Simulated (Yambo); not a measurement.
G0W0@LDA for SrAgSF (space group P4/nmm, No. 129) in Yambo. Reference settings: 4×4×1 Γ-centred k mesh, bands 9 to 181 and a 6 Ry block in the screening, 181 bands in G with the Bruneval-Gonze terminator, plasmon pole fitted at 27.2 eV. The LDA gap Γ → Γ on this mesh is 1.01 eV; G0W0 gaps are taken between the same points.

Gap (Γ → Γ) in eV against the number of bands and the screening block, terminator on:

| bands (W and G) | 2 Ry | 3 Ry | 4 Ry | 5 Ry | 6 Ry |
|---|---|---|---|---|---|
| 61 | 2.682 | 2.669 | 2.675 | 2.681 | 2.683 |
| 83 | 2.393 | 2.395 | 2.406 | 2.417 | 2.422 |
| 111 | 2.249 | 2.254 | 2.283 | 2.299 | 2.309 |
| 146 | 2.185 | 2.182 | 2.216 | 2.237 | 2.248 |
| 181 | 2.154 | 2.148 | 2.184 | 2.207 | 2.222 |

Rough cost of the Yambo step against the reference (shared machines):

| bands (W and G) | 2 Ry | 3 Ry | 4 Ry | 5 Ry | 6 Ry |
|---|---|---|---|---|---|
| 61 | 1/6 | 1/6 | 1/5 | 1/7 | 1/5 |
| 83 | 1/5 | 1/4 | 1/3 | 1/4 | 1/3 |
| 111 | 1/3 | 1/2 | ~1 | ~1 | ~1 |
| 146 | ~1 | ~1 | ~1 | ~1 | ~1 |
| 181 | ~1 | ~1 | ~1 | ~1 | 1 |

At the largest block the last step in bands moves the gap by -0.026 eV; at the most bands the last step in the block moves it by 0.015 eV.

Spin-orbit splittings are left out.

Geometry of the Materials Project entry, not relaxed at this level; primitive cell a = 4.1086 Å, b = 4.1086 Å, c = 9.1301 Å, α = 90.00°, β = 90.00°, γ = 90.00°.

The structure is a Materials Project entry; no match was found in the copy of COD used, and its stability was not checked.
